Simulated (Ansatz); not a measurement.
Ansatz (a first-principles code) input:

Ansatz 0.2 input:
```yaml
crystal:
  lattice:
    - [-3.4766665755, 3.4766665755, 3.4766665755]
    - [3.4766665755, -3.4766665755, 3.4766665755]
    - [3.4766665755, 3.4766665755, -3.4766665755]
  atoms:
    - { symbol: Sb, position: [0.7108723538, 0.0, 0.0] }
    - { symbol: Sb, position: [0.0, 0.7108723538, 0.0] }
    - { symbol: Sb, position: [0.0, 0.0, 0.7108723538] }
    - { symbol: Sb, position: [0.2891276462, 0.2891276462, 0.2891276462] }
kpoints:
  mp_grid: { grid: [6, 6, 6] }
hamiltonian:
  xc: r2scan
  dispersion: d4
  pseudopotentials: { kind: paw }
scf:
  occupations: { method: fixed }
checkpoint: { read: static.run }
output: { write_density: true, elf: true, volumetric_format: npy }
basis: { fft_grid_basis: typed }
```

Output (shortened):

```
Pseudopotential: Sb, paw, valence charge 15
Functional definition: r2SCAN
Crystal: 4 atoms, lattice volume = 168.093 Å³
Basis set: ecut = 500 eV, 4213 PW (Γ), exchange–correlation on 180×180×180 points (64 copies of the dense FFT grid, shifted against one another)
Bands: 36, of which v1, the nominal top of the filled ones, is band 30 counted from 1 (29 counted from 0)
Symmetry: 24 space group operations
Space group: I-43m (ITA 217), of the structure as read, at distance tolerance 5.5e-5 Å
k-points: 16 of 216 (time reversal used)
Stability of the state it starts from, as read at its close in the unpolarized treatment …
iter 1 solved again at ethr=1.16e-6 eV; its pass at ethr=3.10e-3 eV (dr2=6.95e-4 eV) is discarded
SCF iter   1: F=—  HF=-25996.041338 eV  |F-HF|=—  |Δ(HF+E_count)|=         —  Δρ=2.59e-6  dr2=6.59e-9  dr2_τ=5.27e-10  ethr=1.16e-6  ⟨swp⟩=3.0  Hψ=3310  notcnv=0  defer=62
preconditioner: auto → Resta (q_TF=auto, 2.298 Å⁻¹)
SCF iter   2: F=—  HF=-25996.041377 eV  |F-HF|=—  |Δ(HF+E_count)|=   3.91e-5  Δρ=1.22e-6  dr2=1.27e-9  dr2_τ=4.27e-10  ethr=1.10e-11  ⟨swp⟩=13.0  Hψ=3158  notcnv=0
SCF iter   3: F=-25996.041377 eV  HF=-25996.041377 eV  |F-HF|=2.69e-10  |Δ(HF+E_count)|=  2.44e-10  Δρ=7.96e-7  dr2=5.53e-10  dr2_τ=5.20e-11  ethr=2.12e-12  ⟨swp⟩=1.1  Hψ=1601  notcnv=0
SCF 1 converged in 3 iterations: F = -25996.041377 eV  dr2 = 5.53e-10
SCF converged after 3 iterations
Free energy (F): -25996.041377 eV
Harris-Foulkes:  -25996.041377 eV  (|F-HF|=2.69e-10)
Internal energy: -25996.041377 eV  (E = F + TS)
E sigma→0 (E₀):  -25996.041377 eV
Fermi energy:    4.808049 eV
--- Per-component energies (eV) ---
  E_band       = -952.786441
  E_kinetic    = 822.125445
  E_local      = -8263.139794  (includes V_loc(G=0)·N_el)
  E_nonlocal   = 1450.991413
  E_hartree    = 3720.770782
  E_xc         = -506.757401
  E_vxc        = -408.049823  (∫ρ·V_xc dr)
  E_paw        = -18406.300303  (= ΣΔE_a)
  E_vpaw       = -2024.616908  (= ΣTr[D̂ρ^β])
  E_aug_tail   = -0.000003  (compensation charges beyond the density's cutoff)
  E_vtau       = 28.362493  (kinetic-family band-sum trace: ∫τ·v_τ [+ j·A + Jᵃ·Aᵃ] dr)
  E_ewald      = -4815.260189
  E_disp       = -0.495475  (pairwise vdW)
  E_core_change = 2.024148  (= ΣΔE_core)
  E_smearing   =  0.000000  (= −TS)
  E_closure    = 0.000000  (closes the sum)
  Σ components = -25996.041377   (vs F -25996.041377, Δ=0.00e0)
  [band-id]    e_kinetic+e_local+e_nonlocal+2·e_hartree+e_vxc+e_vpaw+e_augmentation_tail+e_vtau = -952.785613   (vs E_band -952.786441, Δ=8.28e-4)
--- Band table (eV; the first three rows and the last of 16) ---
  k-point 0: bands = ["-24.2630", "-24.1942", "-24.1942", "-24.1942", "-24.1869", "-24.1869", "-24.0656", "-24.0656", "-24.0656", "-24.0215", "-24.0215", "-24.0215", "-24.0161", "-24.0161", "-24.0161", "-24.0135", "-24.0135", "-23.9523", "-23.9523", …
  k-point 1: bands = ["-24.2641", "-24.1945", "-24.1942", "-24.1939", "-24.1870", "-24.1870", "-24.0657", "-24.0654", "-24.0651", "-24.0221", "-24.0215", "-24.0210", "-24.0171", "-24.0166", "-24.0164", "-24.0128", "-24.0127", "-23.9520", "-23.9517", …
  k-point 2: bands = ["-24.2662", "-24.1951", "-24.1942", "-24.1934", "-24.1873", "-24.1873", "-24.0660", "-24.0651", "-24.0645", "-24.0232", "-24.0214", "-24.0204", "-24.0178", "-24.0177", "-24.0167", "-24.0118", "-24.0117", "-23.9515", "-23.9507", …
  k-point 15: bands = ["-24.2714", "-24.1942", "-24.1942", "-24.1942", "-24.1880", "-24.1880", "-24.0648", "-24.0648", "-24.0648", "-24.0208", "-24.0208", "-24.0208", "-24.0202", "-24.0202", "-24.0202", "-24.0096", "-24.0096", "-23.9484", "-23.9484", …
```

Cost: roughly 15 core-seconds on shared cores.

The start of the workflow was typed in or built on a structure type; neither database checked (COD, Materials Project) lists it. It is not the phase usual at ambient conditions (space group No. 166). The r²SCAN+D4 relaxation kept the symmetry of its start; whether a distortion lowers the energy is not shown. The volume moved by 16 % from the start of the relaxation. Scalar-relativistic: spin–orbit coupling is off unless named, which matters more the heavier the elements.

Potentials: the later of the program's two PAW sets.

Ansatz is a plane-wave DFT program.
